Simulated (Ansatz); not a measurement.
Consider the following.

VBiO4:
```xyz
12
Lattice="-2.5607 2.5607 5.8107 2.5607 -2.5607 5.8107 2.5607 2.5607 -5.8107" Properties=species:S:1:pos:R:3 pbc="T T T"
Bi     0.0000     2.5607     2.9054
Bi     0.0000     0.0000     0.0000
V      2.5607     0.0000     2.9054
V      0.0000     0.0000     5.8107
O      3.2729    -1.2751     3.8203
O      1.8484     1.2751     3.8203
O      1.2751     0.7123     6.7257
O      1.2856     1.8484     0.9150
O     -0.7123     1.2751     4.8957
O      3.2729     1.2856    -0.9150
O      1.2856    -0.7123     1.9904
O      3.8357     0.7123     1.9904
```

This is the r²SCAN-relaxed structure. Tensor components refer to the Cartesian frame of this cell.

### Question
All from r²SCAN (plane waves, PAW; program Ansatz), unless another level is named. Estimate the electron effective mass with spin–orbit coupling.

### Answer
0.61, 1.3, 5.3 mₑ (principal values).

### Question
What about the formation energy from the elements (no fitted shifts)?

### Answer
-2.09 eV/atom.

### Question
Give the smallest direct gap on the standard path.

### Answer
2.51 eV.

### Question
And the hole effective mass with spin–orbit coupling?

### Answer
0.60, 1.5, 3.7 mₑ (principal values).

### Question
And the weight of the valence-edge state by species (Voronoi cells)?

### Answer
O 81 %, Bi 16 %, V 3 %.

### Question
Give the conduction-band minimum.

### Answer
off the standard path, at k = (0.292, -0.292, 0.203).

Space group I4_1/a. Symmetry was held in the r²SCAN relaxation. The workflow began spin-polarised and lost its moments. No Hubbard U is applied. The references are the lowest solids computed at this level, not always the standard phases (solids in place of the gases). Spin–orbit coupling is left out wherever it is not named.

Potentials: the later of the program's two PAW sets.
